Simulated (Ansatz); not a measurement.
Consider the following.

AlNi:
```yaml
crystal:
  lattice:
    - [0.00000, 2.92319, 2.92319]
    - [2.92319, 0.00000, 2.92319]
    - [2.92319, 2.92319, 0.00000]
  atoms:
    - { symbol: Ni, position: [0.00000, 0.00000, 0.00000] }
    - { symbol: Ni, position: [0.25000, 0.25000, 0.25000] }
    - { symbol: Al, position: [0.50000, 0.50000, 0.50000] }
    - { symbol: Al, position: [0.75000, 0.75000, 0.75000] }
```

This is the PBE-relaxed structure.

All from PBE in the plane-wave PAW code Ansatz, unless another level is named. Estimate the formation energy from the elements (no fitted shifts).

-0.33 eV/atom.

What about the density of states at the Fermi level?

0.46 states/eV per atom (mean over ±0.08 eV).

Space group Fd-3m. The start of the workflow was typed in or built on a structure type; neither database checked (COD, Materials Project) lists it. It is not the phase usual at ambient conditions (space group No. 221). The PBE relaxation kept the symmetry of its start; whether a distortion lowers the energy is not shown. The workflow began spin-polarised and lost its moments. The references are the lowest solids computed at this level, not always the standard phases.

Potentials: the earlier of the program's two PAW sets.
